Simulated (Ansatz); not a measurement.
# Calculated with Ansatz: K2NaCrF6, settings compared

Input:

```yaml
crystal:
  lattice:
    - [0.0, 4.18714947, 4.18714947]
    - [4.18714947, 0.0, 4.18714947]
    - [4.18714947, 4.18714947, 0.0]
  atoms:
    - { symbol: Cr, position: [0.0, 0.0, 0.0] }
    - { symbol: F, position: [0.7707, 0.2293, 0.2293] }
    - { symbol: F, position: [0.2293, 0.7707, 0.2293] }
    - { symbol: F, position: [0.2293, 0.7707, 0.7707] }
    - { symbol: F, position: [0.7707, 0.2293, 0.7707] }
    - { symbol: F, position: [0.2293, 0.2293, 0.7707] }
    - { symbol: F, position: [0.7707, 0.7707, 0.2293] }
    - { symbol: K, position: [0.25, 0.25, 0.25] }
    - { symbol: K, position: [0.75, 0.75, 0.75] }
    - { symbol: Na, position: [0.5, 0.5, 0.5] }
  symmetry: { tolerance: 0.0003 }
kpoints:
  mp_grid: { grid: [4, 4, 4], shift: [0, 0, 0] }
magnetization:
  spin_polarized: false
scf:
  occupations: { method: methfessel_paxton, width: 0.1128 }
hamiltonian:
  pseudopotentials: { kind: paw }
  xc: lda
basis:
  ecutwfc: 420
output:
  forces: true
  stress: true
  eigenvalues: true
```

Run with:

```bash
ansatz run input.yaml --threads 1 --pin off --max-ram 2560MiB --backend cpu --events-out ev --progress --plain --runs-dir out
```

Origin of the cell: a database entry, scaled a little.

Output of this run (shortened):

```
SCF iter   1: F=—  HF=-12554.290822 eV  Δρ=1.91e-2  dr2=3.88e-1  defer=3
SCF iter   2: F=—  HF=-12554.199642 eV  S|Δr|=    0.00e0  Δρ=9.01e-3  dr2=6.37e-2  defer=18
SCF iter   3: F=—  HF=-12554.188311 eV  S|Δr|=    0.00e0  Δρ=4.75e-3  dr2=3.50e-2  defer=18
SCF iter   4: F=—  HF=-12554.186985 eV  S|Δr|=    0.00e0  Δρ=4.16e-3  dr2=2.94e-2  defer=18
SCF iter   5: F=—  HF=-12554.185741 eV  S|Δr|=    0.00e0  Δρ=3.46e-3  dr2=2.28e-2  defer=18
SCF iter   6: F=—  HF=-12554.183580 eV  S|Δr|=    0.00e0  Δρ=2.50e-3  dr2=1.12e-2  defer=18
SCF iter   7: F=—  HF=-12554.181227 eV  S|Δr|=    0.00e0  Δρ=7.91e-4  dr2=1.01e-3  defer=18
SCF iter   8: F=—  HF=-12554.181051 eV  S|Δr|=    0.00e0  Δρ=9.02e-5  dr2=8.17e-6  defer=17
SCF iter   9: F=—  HF=-12554.181055 eV  S|Δr|=    0.00e0  Δρ=1.68e-5  dr2=2.90e-7  defer=17
SCF iter  10: F=-12554.181055 eV  HF=-12554.181055 eV  S|Δr|=    0.00e0  Δρ=5.31e-6  dr2=3.30e-8
SCF 1 converged in 10 iterations: F = -12554.181055 eV  dr2 = 3.30e-8
SCF converged after 10 iterations
Stability not checked: this state was not tested for a lower state beside it, because cold or Methfessel-Paxton smearing, or corrected tetrahedra, fill the levels in a way that the test cannot read (fill_not_monotonic; […]
Free energy (F): -12554.181055 eV
Harris-Foulkes:  -12554.181055 eV  (|F-HF|=1.86e-8)
Internal energy: -12554.107482 eV  (E = F + TS)
E sigma→0 (E₀):  -12554.162662 eV
Entropy (-TS):   -0.073573 eV (-7.357 meV/atom)
Fermi energy:    5.860327 eV
--- Per-component energies (eV) ---
  E_band       = -939.670266
  E_kinetic    = 2195.004158
  E_local      = -8249.425161  (includes V_loc(G=0)·N_el)
  E_nonlocal   = 685.138197
  E_hartree    = 3162.309115
  E_xc         = -908.283203
  E_vxc        = -1157.158867  (∫ρ·V_xc dr)
  E_paw        = -3992.914355  (= ΣΔE_a)
  E_vpaw       = -737.853668  (= ΣTr[D̂ρ^β])
  E_aug_tail   = 0.012638  (compensation charges beyond the density's cutoff)
  E_ewald      = -5447.649396
  E_core_change = 1.700525  (= ΣΔE_core)
  E_smearing   = -0.073573  (= −TS)
  Σ components = -12554.181055   (vs F -12554.181055, Δ=0.00e0)
--- Forces (eV/Å), atoms counted from 1 ---
  atom   1  Cr     0.000000    -0.000000     0.000000
[… 4 lines left out …]
  atom   6  F      0.000000    -0.000000    -0.428461
  atom   7  F      0.000000     0.000000     0.428461
  atom   8  K      0.000000    -0.000000     0.000000
  atom   9  K      0.000000    -0.000000     0.000000
  atom  10  Na    -0.000000    -0.000000    -0.000000
  max |Σ_I F_I| component: 1.12e-16 eV/Å
--- Stress (GPa, compression-positive) ---
       -6.845016      -0.000000      -0.000000
       -0.000000      -6.845016      -0.000000
       -0.000000       0.000000      -6.845016
  P = ⅓ Tr σ = -6.8450 GPa (-68.450 kbar)
```

The same input was run again with these changes:

1. `scf.eigensolver.kind` default → davidson
2. `scf.occupations.width` 0.1128 → default; `scf.occupations.method` methfessel_paxton → tetrahedron_uncorrected; `kpoints.mp_grid.grid` [4, 4, 4] → [5, 5, 5]; `hamiltonian.pseudopotentials` { kind: paw } → { kind: nc }
3. `accuracy` default → medium
4. `scf.occupations.method` methfessel_paxton → fermi_dirac; `scf.occupations.width` 0.1128 → 0.1

| run | end | SCF iterations | P (GPa) | max force component (eV/Å) | moment (μB) | ΔE(σ→0) (meV/atom) |
| --- | --- | --- | --- | --- | --- | --- |
| base | converged | 10 | -6.85 | 0.428 | – | 0 |
| 1 | converged | 10 | -6.85 | 0.428 | – | 0.00 |
| 2 | converged | 11 | -5.91 | 0.829 | – | – |
| 3 | converged | 10 | -6.85 | 0.428 | – | 0.00 |
| 4 | converged | 9 | -6.75 | 0.421 | – | -11.91 |

Energies are compared only where functional, datasets, charge and starting cell are the same.

Caveats of the base run: no spin polarisation, so a magnetic state may lie lower; the k mesh is coarse if the cell is a metal.

Run 2: the cutoff lies below the datasets' advice.

The base run took 5 s on 1 thread of Arm Neoverse V1 (shared host), peak memory 0.39 GiB, from the program's own first density.
